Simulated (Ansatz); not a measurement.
KTaO3, DFT, LDA, all-electron PAW with datasets made for the crystal, scalar-relativistic (Ansatz 0.2.0), run on 2 threads of Arm Neoverse V1 on a shared host.

The cell comes from COD entry 2102087, which wasn't checked; take it as a given geometry. The listed cell was then made from it by scaling, straining or moving an atom.

Command: `ansatz run input.yaml --threads 2 --pin off --max-ram 8192MiB --backend cpu --events-out ev --progress --plain --runs-dir out`

```yaml
crystal:
  lattice:
    - [3.9883, 0.0, 0.0]
    - [0.0, 3.9883, 0.0]
    - [0.0, 0.0, 4.028183]
  atoms:
    - { symbol: K, position: [0.5, 0.5, 0.5] }
    - { symbol: Ta, position: [0.0, 0.0, 0.0] }
    - { symbol: O, position: [0.5, 0.0, 0.0] }
    - { symbol: O, position: [0.0, 0.5, 0.0] }
    - { symbol: O, position: [0.0, 0.0, 0.5] }
kpoints:
  mp_grid: { grid: [5, 5, 5] }
scf:
  occupations: { method: fermi_dirac, width: 0.01 }
hamiltonian:
  xc: lda
  pseudopotentials: { kind: all_electron, datasets: crystal }
output:
  forces: true
  stress: true
  eigenvalues: true
  efg: { contact_densities: true }
```

How large is the problem that the program sets up?

18 irreducible k-points, 1847 plane waves at Γ, 33 bands.

Estimate the wall time and the peak memory.

10 s of wall time for 11 SCF iterations, with a peak of 0.78 GiB. Times on shared machines scatter by tens of per cent.
